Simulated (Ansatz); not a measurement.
Ir (fcc (Cu type), Fm-3m) at seven volumes, r²SCAN+D4 (plane waves, PAW; program Ansatz), scaled uniformly. One row is withheld.

```tsv
V (Å³/atom)	P (GPa)
12.834	?
13.257	27.98
13.680	12.73
14.103	0.00
14.526	-10.62
14.949	-19.46
15.372	-26.80
```

**Question.** Fit the shown pressures and predict the withheld one.

**Answer.** P = (3/2)B₀(x^(7/2) − x^(5/2))[1 + (3/4)(B′ − 4)(x − 1)] with x = (V₀/V)^(2/3). Least squares on the six rows gives V₀ = 14.103 Å³/atom, B₀ = 387 GPa, B′ = 5.06. At V = 12.834, x = 1.0649 and P = 46.34 GPa. The run itself gave 46.22 GPa.

The r²SCAN+D4 relaxation kept the symmetry of its start. No spin polarisation was allowed. The pairwise dispersion correction was not fitted to metals. Spin–orbit coupling is left out wherever it is not named.

Potentials: the later of the program's two PAW sets.
